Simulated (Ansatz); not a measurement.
MoPt2 in space group Immm (No. 71; Mo on 2a, Pt on 4i), PBE in the plane-wave PAW code Ansatz, all energies at zero smearing, with the estimated change up to a 700 eV cutoff added, with one set of potentials and settings (totals compare only within such a set). Cell of 3 atoms (1 Mo, 2 Pt): -30003.176 eV.

| element | reference phase | E (eV/atom) |
|---|---|---|
| Mo | Im-3m, 1 atoms in the cell | -4956.0212 |
| Pt | Fm-3m, 1 atoms in the cell | -12523.0127 |

Formation energy per atom, worked out: (-30003.176 − 1×(-4956.0212) − 2×(-12523.0127))/3 = -0.376 eV/atom (-36 kJ per mol of atoms), at 0 K, without zero-point energy or fitted corrections.

The first step of the workflow began from a Materials Project structure, measured or hypothetical; the Crystallography Open Database files this formula in space group No. 71, but the cells were not matched. Its standing as an ambient phase is unchecked. Symmetry was held in the PBE relaxation; its stability against distortions is not shown here. No spin polarisation was allowed. The references are the lowest solids computed at this level, not always the standard phases. Scalar-relativistic: spin–orbit coupling is off unless named, which matters more the heavier the elements.

Potentials: the later of the program's two PAW sets.
